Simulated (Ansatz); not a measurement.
Field gradients at the nuclei in LiAu4Se4Cl4O12

The cell is a computed structure from the Materials Project (it need not be an observed phase).

```yaml
crystal:
  lattice:
    - [4.48472, 0.00000, 0.00000]
    - [-0.65233, 10.11290, 0.00000]
    - [-0.08411, -1.74983, 10.86014]
  atoms:
    - { symbol: Li, position: [0.03416, 0.36943, 0.45900] }
    - { symbol: Se, position: [0.28514, 0.85923, 0.72901] }
    - { symbol: Se, position: [0.79673, 0.70939, 0.08652] }
    - { symbol: Se, position: [0.21126, 0.29450, 0.91041] }
    - { symbol: Se, position: [0.73600, 0.12250, 0.27129] }
    - { symbol: Au, position: [0.99103, 0.57300, 0.80551] }
    - { symbol: Au, position: [0.01980, 0.99913, 0.99599] }
    - { symbol: Au, position: [0.99377, 0.42474, 0.19464] }
    - { symbol: Au, position: [0.02415, 0.99426, 0.49783] }
    - { symbol: Cl, position: [0.68762, 0.50151, 0.36182] }
    - { symbol: Cl, position: [0.30526, 0.49391, 0.64363] }
    - { symbol: Cl, position: [0.77157, 0.18994, 0.55614] }
    - { symbol: Cl, position: [0.28673, 0.80683, 0.44273] }
    - { symbol: O, position: [0.35733, 0.94451, 0.87683] }
    - { symbol: O, position: [0.30537, 0.35928, 0.06269] }
    - { symbol: O, position: [0.96678, 0.75464, 0.74483] }
    - { symbol: O, position: [0.93752, 0.16744, 0.92228] }
    - { symbol: O, position: [0.93295, 0.39266, 0.86641] }
    - { symbol: O, position: [0.08729, 0.82657, 0.06578] }
    - { symbol: O, position: [0.68524, 0.63852, 0.93689] }
    - { symbol: O, position: [0.02481, 0.25244, 0.27959] }
    - { symbol: O, position: [0.08964, 0.98775, 0.67883] }
    - { symbol: O, position: [0.05817, 0.60505, 0.13043] }
    - { symbol: O, position: [0.68762, 0.05651, 0.11820] }
    - { symbol: O, position: [0.96021, 0.00126, 0.31510] }
```

Atoms are numbered from 1 in the order listed; like atoms form one site, named after its first atom.

Method: Kohn–Sham DFT in Ansatz, PBE, plane waves and PAW, scalar-relativistic, 420 eV cutoff, Γ-centred 7×3×3 k-points, Fermi–Dirac smearing 0.05 eV.

Conventions: |V_zz| ≥ |V_yy| ≥ |V_xx|, η = (V_xx − V_yy)/V_zz, C_Q = eQV_zz/h.

Li-6: I = 1, Q = -0.8080 mb; 197Au: I = 3/2, Q = 547.0 mb; ³⁷Cl: I = 3/2, Q = -63.93 mb; ¹⁷O: I = 5/2, Q = -25.58 mb. Q values from Pyykkö, Mol. Phys. 116, 1328 (2018).

```csv
site,atoms (order as listed),first shell,V_zz (10²¹ V/m²),η,C_Q (MHz)
Li,1,"1 O at 2.13 Å, 3 Cl at 2.46–2.49 Å",-0.14,0.89,0.003
Se2,2,3 O at 1.73–1.77 Å,-30.0,0.08,–
Se3,3,3 O at 1.74–1.75 Å,-29.9,0.12,–
Se4,4,3 O at 1.74–1.76 Å,-29.6,0.11,–
Se5,5,3 O at 1.72–1.78 Å,-30.2,0.08,–
Au6,6,"3 O at 2.05–2.06 Å, 1 Cl at 2.35 Å",-4.30,0.26,-56.9
Au7,7,4 O at 2.05–2.06 Å; also 2 O at 3.22–3.25 Å,4.29,0.44,56.7
Au8,8,"3 O at 2.07–2.12 Å, 1 Cl at 2.37 Å",4.59,0.69,60.7
Au9,9,"2 O at 2.02–2.04 Å, 2 Cl at 2.30–2.35 Å",-10.33,0.32,-137
Cl10,10,"1 Au at 2.37 Å, 1 Li at 2.46 Å, angle 79°",22.7,0.20,-35.2
Cl11,11,"1 Au at 2.35 Å, 1 Li at 2.48 Å, angle 114°",24.4,0.26,-37.7
Cl12,12,"1 Au at 2.35 Å, 1 Li at 2.49 Å, angle 107°; also 1 Se at 3.10 Å",23.5,0.13,-36.3
Cl13,13,1 Au at 2.30 Å; also 1 Se at 3.11 Å,30.5,0.05,-47.1
O14,14,"1 Se at 1.73 Å, 1 Au at 2.06 Å, angle 122°; also 1 Au at 3.22 Å",14.11,0.86,-8.73
O15,15,"1 Se at 1.74 Å, 1 Au at 2.08 Å, angle 124°",13.91,0.80,-8.60
O16,16,"1 Se at 1.75 Å, 1 Au at 2.06 Å, angle 122°",14.44,0.95,-8.93
O17,17,"1 Se at 1.74 Å, 1 Au at 2.05 Å, angle 123°",14.94,0.96,-9.24
O18,18,"1 Se at 1.76 Å, 1 Au at 2.05 Å, angle 127°",15.57,0.88,-9.63
O19,19,"1 Se at 1.75 Å, 1 Au at 2.06 Å, angle 123°",15.11,0.95,-9.35
O20,20,"1 Se at 1.74 Å, 1 Au at 2.06 Å, angle 122°",14.05,0.88,-8.69
O21,21,"1 Se at 1.78 Å, 1 Au at 2.12 Å, 1 Li at 2.13 Å",13.97,0.80,-8.64
O22,22,"1 Se at 1.77 Å, 1 Au at 2.02 Å, angle 122°",14.57,0.97,-9.01
O23,23,"1 Se at 1.74 Å, 1 Au at 2.07 Å, angle 130°",15.81,0.82,-9.78
O24,24,"1 Se at 1.72 Å, 1 Au at 2.06 Å, angle 126°; also 1 Au at 3.25 Å",14.35,0.72,-8.87
O25,25,"1 Se at 1.76 Å, 1 Au at 2.04 Å, angle 119°",14.23,0.92,-8.80
```

At Se2, Se3, Se4 and Se5 V_zz stands upright on the plane through its three neighbours (within 5°) in each case. At Cl11 and Cl12 V_zz points along the shorter of its two bonds, to Au (within 3°) in each case. At Cl13 V_zz points along its bond to Au (within 2°).

Se has no stable isotope with a ground-state quadrupole moment in the table, so no C_Q is given.

With no gap above 0.1 eV, as in a metal, the gradients converge slowly in k; expect changes of a tenth or more on a denser mesh. Spin–orbit coupling is left out, which shifts gradients on Au by a few per cent in wide-gap crystals, and can shift them far more where the calculated gap is small or absent, as here. With these PAW files V_zz is typically within 2 to 3 % of all-electron values, but misses above 10 % occur on Li. Where η is near 1 the sign of V_zz means little.

Hardware: 2 threads of Arm Neoverse N1 (aarch64; 36 cores open to the job, memory cap 5.0 GiB, no GPU), a shared host with a load of 0.9 a core. Wall time 7.2 min, CPU time 14 min, peak memory 2.1 GiB.
